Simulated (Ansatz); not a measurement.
# What internal relaxation does to the elastic constants of SiC2N4

Theory: DFT PBEsol, scalar-relativistic, plane waves, PAW (Ansatz 0.2.0). Plane waves to 420 eV; Γ-centred k mesh 4×4×4; fixed occupations. No spin polarisation.

The cell, relaxed at this level:
```
Si C N
1.0
     6.66834    0.00000    0.00000
     0.00000    6.66834    0.00000
     0.00000    0.00000    6.66834
Si C N
2 4 8
Direct
  0.00000 0.00000 0.00000
  0.50000 0.50000 0.50000
  0.75000 0.75000 0.75000
  0.75000 0.25000 0.25000
  0.25000 0.25000 0.75000
  0.25000 0.75000 0.25000
  0.85448 0.85448 0.85448
  0.64552 0.35448 0.35448
  0.14552 0.14552 0.85448
  0.35448 0.64552 0.35448
  0.85448 0.14552 0.14552
  0.64552 0.64552 0.64552
  0.14552 0.85448 0.14552
  0.35448 0.35448 0.64552
```

Clamped-ion constants (GPa, Voigt order; atoms follow the strain homogeneously):
C11 = 129.4, C12 = 113.6, C13 = 113.6, C22 = 129.4, C23 = 113.6, C33 = 129.4, C44 = 113.8, C55 = 113.8, C66 = 113.8 GPa; the others vanish.

Question: What are the constants once the atoms relax in each strained cell?

Answer:
C11 = 105.8, C12 = 106.7, C13 = 106.7, C22 = 105.8, C23 = 106.7, C33 = 105.8, C44 = -0.7, C55 = -0.7, C66 = -0.7 GPa; the others vanish.
The Voigt shear modulus goes from 71.4 to -0.6 GPa and the Voigt bulk modulus from 118.9 to 106.4 GPa. Relaxation subtracts ΛᵀK⁻¹Λ/V, with Λ the forces that a strain puts on the atoms and K the zone-centre force constants. At a stable cell this can only lower the diagonal constants, and it acts only for strains that share their symmetry with an optical mode; elsewhere, and where the coupling is weak, the constants hardly move. The least eigenvalue of the relaxed constants is -1.0 GPa, so this cell isn't stable against every strain.

Cost: 2 runs of about 11 core-minutes in all, on Arm Neoverse N1, Arm Neoverse V1 (shared hosts).